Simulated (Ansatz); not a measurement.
Molecular dynamics on a 2×2×2 supercell (32 atoms) of SnO (P4/nmm), relaxed with r2SCAN+rVV10. Forces come from r2SCAN in the plane-wave code Ansatz: Langevin thermostat and barostat (NPT), 300 K, steps of 1 fs. Spin polarisation is off, nuclei are classical, and the run is far too short for thermal averages.

```yaml
crystal:
  lattice:
    - [7.5852977016, 0.0, 0.0]
    - [0.0, 7.5852977016, 0.0]
    - [0.0, 0.0, 9.5164277267]
  atoms:
    - { symbol: Sn, position: [0.25, 0.0, 0.1205170411] }
    - { symbol: Sn, position: [0.0, 0.25, 0.3794829589] }
    - { symbol: O, position: [0.0, 0.0, 0.0] }
    - { symbol: O, position: [0.25, 0.25, 0.0] }
    - { symbol: Sn, position: [0.25, 0.0, 0.6205170411] }
    - { symbol: Sn, position: [0.0, 0.25, 0.8794829589] }
    - { symbol: O, position: [0.0, 0.0, 0.5] }
    - { symbol: O, position: [0.25, 0.25, 0.5] }
    - { symbol: Sn, position: [0.25, 0.5, 0.1205170411] }
    - { symbol: Sn, position: [0.0, 0.75, 0.3794829589] }
    - { symbol: O, position: [0.0, 0.5, 0.0] }
    - { symbol: O, position: [0.25, 0.75, 0.0] }
    - { symbol: Sn, position: [0.25, 0.5, 0.6205170411] }
    - { symbol: Sn, position: [0.0, 0.75, 0.8794829589] }
    - { symbol: O, position: [0.0, 0.5, 0.5] }
    - { symbol: O, position: [0.25, 0.75, 0.5] }
    - { symbol: Sn, position: [0.75, 0.0, 0.1205170411] }
    - { symbol: Sn, position: [0.5, 0.25, 0.3794829589] }
    - { symbol: O, position: [0.5, 0.0, 0.0] }
    - { symbol: O, position: [0.75, 0.25, 0.0] }
    - { symbol: Sn, position: [0.75, 0.0, 0.6205170411] }
    - { symbol: Sn, position: [0.5, 0.25, 0.8794829589] }
    - { symbol: O, position: [0.5, 0.0, 0.5] }
    - { symbol: O, position: [0.75, 0.25, 0.5] }
    - { symbol: Sn, position: [0.75, 0.5, 0.1205170411] }
    - { symbol: Sn, position: [0.5, 0.75, 0.3794829589] }
    - { symbol: O, position: [0.5, 0.5, 0.0] }
    - { symbol: O, position: [0.75, 0.75, 0.0] }
    - { symbol: Sn, position: [0.75, 0.5, 0.6205170411] }
    - { symbol: Sn, position: [0.5, 0.75, 0.8794829589] }
    - { symbol: O, position: [0.5, 0.5, 0.5] }
    - { symbol: O, position: [0.75, 0.75, 0.5] }
kpoints:
  mp_grid: { grid: [2, 2, 2] }
hamiltonian:
  xc: r2scan
scf:
  occupations: { method: fermi_dirac, width: 0.026 }
md:
  ensemble: npt_langevin
  temperature: 300
  timestep: 1.0
  n_steps: 40
  initial_velocities: maxwell_boltzmann
  seed: 2595
```

Run as `ansatz run input.yaml --threads 4 --pin off --max-ram 3686MiB --backend cpu --events-out ev --progress --plain --runs-dir out`. It ended after 7.7 min on 4 threads of Arm Neoverse V2 (shared host); peak host memory 2.9 GiB.

```
step  t (fs)  T (K)  free energy F from step 0 (meV/atom)  kinetic energy (meV/atom)  pressure (GPa)  volume (Å³/atom)  largest force (eV/Å)
   0       0    291                                   0.0                       37.6            1.32             17.11                  0.03
   1       1    298                                   0.1                       38.6            1.29             17.11                  0.10
   2       2    319                                   0.4                       41.2            1.29             17.11                  0.20
   3       3    311                                   1.0                       40.2            1.28             17.11                  0.30
   4       4    309                                   1.8                       39.9            1.28             17.10                  0.39
   5       5    289                                   2.7                       37.4            1.27             17.10                  0.48
   6       6    284                                   3.8                       36.7            1.25             17.10                  0.57
   7       7    283                                   5.0                       36.5            1.21             17.11                  0.65
   8       8    272                                   6.3                       35.2            1.14             17.12                  0.72
   9       9    263                                   7.7                       34.0            1.04             17.14                  0.79
  10      10    248                                   9.1                       32.1            0.92             17.16                  0.87
  11      11    238                                  10.5                       30.8            0.80             17.18                  0.94
  12      12    239                                  11.9                       30.9            0.68             17.20                  1.00
  13      13    218                                  13.3                       28.1            0.54             17.23                  1.05
  14      14    216                                  14.8                       27.9            0.41             17.25                  1.09
  15      15    209                                  16.2                       27.0            0.29             17.28                  1.13
  16      16    201                                  17.7                       26.0            0.18             17.30                  1.16
```

The temperature goes from 291 K to 201 K in 16 fs. The thermostat hasn't had time to restore it. The atoms start on their lattice sites with kinetic energy alone, so much of it first passes into potential energy. The job's limit cut the run after 16 of 40 steps.

Positions (Å) and forces (eV/Å) at step 16:
```
cell (Å): 7.613 0.000 0.000; 0.000 7.613 0.000; 0.000 0.000 9.551
Sn   1.861   0.007   1.152     0.155  -0.054   0.216
Sn  -0.037   1.908   3.661     0.419   0.309  -0.614
O   -0.003  -0.097  -0.019     0.130   0.770   0.006
O    1.880   1.912   0.061     0.133  -0.244  -0.391
Sn   1.892  -0.004   5.949     0.228  -0.017  -0.663
Sn   0.016   1.903   8.423     0.187  -0.062   0.080
O    0.024  -0.008   4.716    -0.038   0.166   0.604
O    1.904   1.961   4.775     0.380  -0.575   0.191
Sn   1.890   3.846   1.180     0.319  -0.402  -0.122
Sn   0.026   5.732   3.647    -0.501  -0.554  -0.183
O    0.037   3.787   0.033    -0.393   0.176  -0.218
O    1.855   5.684   0.105     0.507   0.185  -0.851
Sn   1.937   3.788   5.917    -0.252   0.155   0.164
Sn   0.004   5.709   8.377     0.095  -0.259   0.459
O   -0.004   3.739   4.849     0.107   0.570  -0.049
O    1.882   5.651   4.734     0.283   0.240   0.319
Sn   5.702  -0.022   1.172     0.038  -0.002  -0.538
Sn   3.810   1.928   3.664     0.021  -0.216  -0.567
O    3.784  -0.020   0.041     0.085   0.110  -0.187
O    5.781   1.864  -0.044    -0.525  -0.009   0.195
Sn   5.725   0.010   5.946    -0.216  -0.351  -0.707
Sn   3.803   1.889   8.349     0.000   0.121   0.808
O    3.866  -0.062   4.692    -0.481   0.659   0.748
O    5.742   1.958   4.746    -0.477  -0.814   0.440
Sn   5.739   3.807   1.140    -0.273  -0.068  -0.510
Sn   3.783   5.688   3.592     0.428   0.072   0.093
O    3.833   3.777  -0.112    -0.080   0.169   0.166
O    5.736   5.708  -0.054    -0.363  -0.103   0.016
Sn   5.701   3.795   5.909     0.488   0.378   0.488
Sn   3.799   5.739   8.345     0.033  -0.315   0.891
O    3.914   3.835   4.793    -1.085  -0.273  -0.319
O    5.689   5.694   4.802     0.647   0.241   0.033
```
